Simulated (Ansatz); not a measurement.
Structure types of Ti were relaxed at one common pressure (all-electron LAPW in Ansatz 0.2.0 under PBEsol, scalar-relativistic, no spin polarisation, zero temperature). They take these volumes:

```json
{"type": "fcc", "space group": "Fm-3m", "V (Å³/atom)": "13.80"}
{"type": "bcc", "space group": "Im-3m", "V (Å³/atom)": "13.63"}
{"type": "hcp", "space group": "P6_3/mmc", "V (Å³/atom)": "13.92"}
{"type": "diamond", "space group": "Fd-3m", "V (Å³/atom)": "13.97"}
{"type": "sc", "space group": "Pm-3m", "V (Å³/atom)": "13.77"}
{"type": "beta tin", "space group": "I4_1/amd", "V (Å³/atom)": "13.52"}
```

**Question.** At about which pressure, and is the densest type also the lowest in enthalpy?

**Answer.** 30 GPa. The densest is beta tin, and it is 365 meV/atom above hcp: its gain in pV doesn't pay for its higher energy here.
